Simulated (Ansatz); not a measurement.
YN (zinc blende, F-43m), a = b = c = 5.2261 Å, α = β = γ = 90.00°; the cell used has 2 atoms.

Relaxed with PBEsol. The program Ansatz at the PBEsol level (PAW) gives a gap of 2.03 eV.

**Question.** What gap does HSE06 give on the same cell (Ansatz, PAW)?

**Answer.** 3.12 eV, 1.09 eV more. The hybrid was solved on a coarser mesh and at special points; its gap is the smallest among all of these.

```json
[
 {"k": "Γ", "v1 PBEsol": "-1.64", "c1 PBEsol": "2.03", "v1 HSE06": "-1.74", "c1 HSE06": "3.12"},
 {"k": "X", "v1 PBEsol": "-0.03", "c1 PBEsol": "2.24", "v1 HSE06": "___", "c1 HSE06": "___"},
 {"k": "L", "v1 PBEsol": "-1.12", "c1 PBEsol": "4.33", "v1 HSE06": "___", "c1 HSE06": "___"},
 {"k": "W", "v1 PBEsol": "0.00", "c1 PBEsol": "2.14", "v1 HSE06": "___", "c1 HSE06": "___"},
 {"k": "K", "v1 PBEsol": "-0.36", "c1 PBEsol": "2.23", "v1 HSE06": "___", "c1 HSE06": "___"}
]
```

**Question.** Top valence (v1) and lowest conduction level (c1) in eV from each method's valence maximum (which need not be a listed point): supply the withheld HSE06 values.

**Answer.** 
- K, v1 HSE06: -0.38
- K, c1 HSE06: 3.38
- L, v1 HSE06: -1.17
- L, c1 HSE06: 5.64
- W, v1 HSE06: 0.00
- W, c1 HSE06: 3.27
- X, v1 HSE06: -0.04
- X, c1 HSE06: 3.37

Cost on shared cores: the PBEsol run (SCF on a 9×9×9 mesh, then bands and DOS) about 8 core-seconds (a rough figure), the HSE06 run (SCF on 7×7×7, then a few points) about 80 core-seconds (a rough figure); the tasks are unlike.

The start of the workflow was typed in or built on a structure type; the Crystallography Open Database copy checked does not list it. COD files the formula under space group No. 225, so this cell is another polymorph or a model. Whether it is the stable phase at ambient conditions was not checked. Symmetry was held in the PBEsol relaxation; its stability against distortions is not shown here. No spin polarisation was allowed. Spin–orbit coupling is left out wherever it is not named.

Potentials: the later of the program's two PAW sets.
